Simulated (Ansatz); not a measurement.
Computed with DFT PBE, scalar-relativistic, plane waves, PAW (Ansatz). All cells share a 420 eV cutoff and Γ-centred k meshes spaced about 0.3 Å⁻¹ or finer (0.25 for metals, 2π included). No spin polarisation.

Relaxed structures of Zr4Ag, with energies over the first row. Coordination counts all near atoms (those within 1.25 times the shortest distance at each site; a plus sign parts nearer from farther groups; a slash parts the counts of unlike sites).

```csv
#,form,sites,V (Å³/atom),coordination,ΔE (meV/atom)
1,I4/mmm,Zr 8j; Ag 2a,23.1,"Zr 9, Ag 8",0
2,Cmmm,"Zr 4j, 4g; Ag 2c",24.5,"Zr 1+6/9, Ag 6+2",126
```

A further structure, relaxed alike:

```
Zr Ag
1.0
    -2.71582    2.71582    4.17098
     2.71582   -2.71582    4.17098
     2.71582    2.71582   -4.17098
Zr Ag
4 1
Direct
  0.50000 0.00000 0.50000
  0.00000 0.50000 0.50000
  0.17812 0.17812 0.00000
  0.82188 0.82188 0.00000
  0.50000 0.50000 0.00000
```

Question: Where does it fall in the ranking, and at what energy?

Answer: It is the highest, 321 meV/atom above row 1, with space group I4/mmm (No. 139) and 24.6 Å³/atom. Counting all near atoms, this cell has Zr 1+5/2+4, Ag 6 and row 1 has Zr 9, Ag 8. Zr on a site of symmetry mmm has 2 Ag at 2.72 Å, 4 Zr at 3.10 Å and 8 Zr at 3.82–3.84 Å; around Zr on a site of symmetry 4mm lie 1 Ag at 2.69 Å, 5 Zr at 2.97–3.10 Å, 4 Zr at 3.82 Å and 4 Zr at 4.02 Å; Ag has 6 Zr at 2.69–2.72 Å.

Even the lowest cell shown lies +0.23 eV/atom against the elements' standard structures at this level. Trial moments fell under 0.15 μB along the way in I4/mmm and Cmmm; another start might hold them. With atoms moved at random, row 1 (by 234 meV/atom) fell into a lower structure. Row 2 and the further cell had no clear such test and can be saddle points. Some structure types and database cells were kept out of the candidates from the start, so a known form may be missing.
